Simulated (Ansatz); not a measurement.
Method: DFT PBEsol, scalar-relativistic, plane waves, PAW in Ansatz 0.2.0.

Structure of Ga:

```
CELL_PARAMETERS angstrom
-2.98416 2.98416 2.98416
2.98416 -2.98416 2.98416
2.98416 2.98416 -2.98416
ATOMIC_POSITIONS crystal
Ga 0.25000 0.62500 0.37500
Ga 0.37500 0.25000 0.62500
Ga 0.75000 0.87500 0.12500
Ga 0.12500 0.75000 0.87500
Ga 0.62500 0.37500 0.25000
Ga 0.87500 0.12500 0.75000
```

Cutoff 420 eV; k points 8×8×8 on the computed 6-atom cell (Γ-centred); Gaussian smearing, width 0.10 eV; no spin polarisation.

Levels along Γ–H–N–Γ–P–H | P–N, in eV from the Fermi level, sorted by energy at each point. Points in fractions of the primitive reciprocal vectors: Γ (0.000 0.000 0.000), H (0.500 -0.500 0.500), N (0.000 0.000 0.500), P (0.250 0.250 0.250).
| point | k (1/Å, with 2π) | band 37 | band 38 | band 39 | band 40 | band 41 | band 42 | band 43 |
| --- | --- | --- | --- | --- | --- | --- | --- | --- |
| Γ | 0.000 | -2.37 | -2.37 | -2.37 | -1.99 | -1.99 | -1.99 | -1.87 |
| - | 0.150 | -2.59 | -2.59 | -2.21 | -1.32 | -1.11 | -1.11 | -1.06 |
| - | 0.301 | -2.41 | -2.41 | -2.08 | -0.03 | 0.14 | 0.26 | 0.26 |
| - | 0.451 | -1.98 | -1.98 | -1.71 | -0.53 | 1.75 | 1.82 | 1.82 |
| - | 0.602 | -1.35 | -1.35 | -1.14 | -0.95 | 3.42 | 3.48 | 3.48 |
| - | 0.752 | -0.54 | -0.54 | -0.40 | -0.32 | 4.00 | 4.07 | 4.07 |
| - | 0.902 | 0.43 | 0.43 | 0.54 | 0.58 | 2.81 | 2.81 | 2.85 |
| H | 1.053 | 1.47 | 1.47 | 1.65 | 1.65 | 1.65 | 1.65 | 1.65 |
| - | 1.159 | 0.45 | 0.45 | 1.59 | 1.59 | 1.69 | 1.69 | 2.82 |
| - | 1.265 | -0.62 | -0.62 | 1.69 | 1.69 | 1.82 | 1.82 | 4.05 |
| - | 1.372 | -1.60 | -1.60 | 1.85 | 1.85 | 2.03 | 2.03 | 4.67 |
| - | 1.478 | -2.43 | -2.43 | 1.99 | 1.99 | 2.31 | 2.31 | 3.54 |
| - | 1.585 | -2.62 | -2.62 | 1.65 | 1.65 | 2.67 | 2.67 | 2.83 |
| - | 1.691 | -1.76 | -1.76 | 0.58 | 0.58 | 2.89 | 2.89 | 3.08 |
| N | 1.797 | -0.91 | -0.91 | -0.34 | -0.34 | 2.97 | 2.97 | 3.36 |
| - | 1.903 | -1.29 | -1.14 | -0.10 | 0.14 | 2.15 | 2.21 | 2.89 |
| - | 2.010 | -1.73 | -1.56 | 0.30 | 0.68 | 1.17 | 1.25 | 1.97 |
| - | 2.116 | -2.11 | -1.92 | 0.13 | 0.15 | 0.36 | 0.81 | 1.87 |
| - | 2.223 | -2.40 | -2.19 | -0.71 | -0.69 | -0.17 | -0.02 | 1.35 |
| - | 2.329 | -2.58 | -2.34 | -1.47 | -1.43 | -0.84 | -0.82 | 0.04 |
| - | 2.435 | -2.58 | -2.33 | -2.08 | -1.98 | -1.54 | -1.48 | -1.19 |
| Γ | 2.542 | -2.37 | -2.37 | -2.37 | -1.99 | -1.99 | -1.99 | -1.87 |
| - | 2.672 | -2.31 | -2.31 | -2.30 | -2.12 | -1.18 | -1.18 | -1.11 |
| - | 2.802 | -2.12 | -2.12 | -2.10 | -1.98 | 0.07 | 0.15 | 0.15 |
| - | 2.932 | -1.80 | -1.80 | -1.77 | -1.70 | 1.25 | 1.59 | 1.59 |
| - | 3.063 | -1.37 | -1.37 | -1.32 | -1.31 | 1.79 | 1.99 | 1.99 |
| - | 3.193 | -0.86 | -0.84 | -0.84 | -0.78 | 1.37 | 1.37 | 1.67 |
| - | 3.323 | -0.45 | -0.31 | -0.31 | -0.25 | 0.84 | 0.84 | 1.58 |
| P | 3.453 | -0.21 | -0.21 | -0.21 | -0.21 | 0.61 | 0.61 | 1.86 |
| - | 3.583 | -1.15 | -0.15 | 0.31 | 0.31 | 0.82 | 0.82 | 2.21 |
| - | 3.714 | -2.33 | -0.11 | 0.28 | 0.28 | 1.83 | 1.83 | 3.02 |
| - | 3.844 | -3.35 | -0.01 | 0.31 | 0.31 | 3.03 | 3.03 | 3.62 |
| - | 3.974 | -3.13 | 0.20 | 0.45 | 0.45 | 3.50 | 3.79 | 3.79 |
| - | 4.104 | -1.73 | 0.52 | 0.72 | 0.72 | 2.87 | 3.04 | 3.04 |
| - | 4.235 | -0.13 | 0.96 | 1.12 | 1.12 | 2.16 | 2.29 | 2.29 |
| H | 4.365 | 1.47 | 1.47 | 1.65 | 1.65 | 1.65 | 1.65 | 1.65 |
| P | 4.365 | -0.21 | -0.21 | -0.21 | -0.21 | 0.61 | 0.61 | 1.86 |
| - | 4.440 | -0.31 | -0.31 | 0.00 | 0.00 | 0.67 | 0.67 | 1.84 |
| - | 4.515 | -0.43 | -0.43 | -0.02 | -0.02 | 0.96 | 0.96 | 1.99 |
| - | 4.591 | -0.58 | -0.58 | -0.12 | -0.12 | 1.37 | 1.37 | 2.24 |
| - | 4.666 | -0.72 | -0.72 | -0.21 | -0.21 | 1.82 | 1.82 | 2.55 |
| - | 4.741 | -0.82 | -0.82 | -0.28 | -0.28 | 2.30 | 2.30 | 2.88 |
| - | 4.816 | -0.88 | -0.88 | -0.33 | -0.33 | 2.75 | 2.75 | 3.19 |
| N | 4.891 | -0.91 | -0.91 | -0.34 | -0.34 | 2.97 | 2.97 | 3.36 |

This form isn't the element's structure at ambient conditions.

Cost: 1 run of about 2 core-minutes, on Arm Neoverse V1 (shared hosts).